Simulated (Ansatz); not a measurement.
Geometry optimisation in Ansatz: input, command and trajectory.

```yaml
crystal:
  lattice:
    - [3.6327192867, -2.0285190213, 0.0]
    - [3.6327192867, 2.0285190213, 0.0]
    - [0.0, 0.0, 8.6203926273]
  atoms:
    - { symbol: Br, position: [0.845761743, 0.154238257, 0.1200637261] }
    - { symbol: Br, position: [0.654238257, 0.345761743, 0.6200637261] }
    - { symbol: Br, position: [0.154238257, 0.845761743, 0.8799362739] }
    - { symbol: Br, position: [0.345761743, 0.654238257, 0.3799362739] }
basis:
  ecutwfc: 420
kpoints:
  mp_grid: { grid: [8, 8, 4] }
hamiltonian:
  xc: pbesol
scf:
  occupations: { method: gaussian, width: 0.02 }
output:
  forces: true
  stress: true
  eigenvalues: true
relax:
  adjacent_minimum: "off"
  f_tol: 0.01
  max_steps: 30
  cell: { stress_tol: 0.1, fix: [volume] }
```

```bash
ansatz run input.yaml --threads 1 --pin off --max-ram 2560MiB --backend cpu --events-out ev --progress --plain --runs-dir out
```

These are results of Ansatz 0.2.0, DFT PBEsol, scalar-relativistic, plane waves, PAW, not measurements.

The volume is held at 1.03 times that of the relaxed cell.

Of 5 frames 4 are shown, positions in Å and forces in eV/Å; the SCF threshold varies from step to step. Steps run on the plane waves of an earlier cell, with a Pulay correction in the pressure. The basis is chosen afresh for the last frame, the zero of the energies, and at times for earlier ones too; energy and pressure step there, also at an unchanged geometry.

```xyz
4
Lattice="3.6327 -2.0285 0.0000 3.6327 2.0285 0.0000 0.0000 0.0000 8.6204" Properties=species:S:1:pos:R:3:forces:R:3 pbc="T T T" step=1 free_energy_over_end_meV_per_atom=2.26 pressure_GPa=-0.93
Br    3.6327   -1.4028    1.0350    0.0000   -0.1177   -0.1233
Br    3.6327   -0.6258    5.3452    0.0000    0.1177   -0.1233
Br    3.6327    1.4028    7.5854    0.0000    0.1177    0.1233
Br    3.6327    0.6258    3.2752    0.0000   -0.1177    0.1233
4
Lattice="3.6816 -2.0281 0.0000 3.6816 2.0281 0.0000 0.0000 0.0000 8.5079" Properties=species:S:1:pos:R:3:forces:R:3 pbc="T T T" step=2 free_energy_over_end_meV_per_atom=0.98 pressure_GPa=-0.01
Br    3.6816   -1.4210    1.0334    0.0000    0.0433   -0.0882
Br    3.6816   -0.6071    5.2873    0.0000   -0.0433   -0.0882
Br    3.6816    1.4210    7.4745    0.0000   -0.0433    0.0882
Br    3.6816    0.6071    3.2206    0.0000    0.0433    0.0882
4
Lattice="3.6756 -2.0204 0.0000 3.6756 2.0204 0.0000 0.0000 0.0000 8.5541" Properties=species:S:1:pos:R:3:forces:R:3 pbc="T T T" step=3 free_energy_over_end_meV_per_atom=0.04 pressure_GPa=-0.21
Br    3.6756   -1.4055    1.0286    0.0000   -0.0001   -0.0250
Br    3.6756   -0.6149    5.3056    0.0000    0.0001   -0.0250
Br    3.6756    1.4055    7.5256    0.0000    0.0001    0.0250
Br    3.6756    0.6149    3.2485    0.0000   -0.0001    0.0250
4
Lattice="3.6811 -2.0168 0.0000 3.6811 2.0168 0.0000 0.0000 0.0000 8.5565" Properties=species:S:1:pos:R:3:forces:R:3 pbc="T T T" step=5 free_energy_over_end_meV_per_atom=0.00 pressure_GPa=-0.17
Br    3.6811   -1.4009    1.0267    0.0000    0.0019   -0.0007
Br    3.6811   -0.6159    5.3050    0.0000   -0.0019   -0.0007
Br    3.6811    1.4009    7.5298    0.0000   -0.0019    0.0007
Br    3.6811    0.6159    3.2515    0.0000    0.0019    0.0007
```

Time: 41 s on 1 thread of Arm Neoverse V1, with other jobs on the host, peak memory 0.42 GiB.

The cell holds layers, and where no dispersion correction was added their binding is poorly described.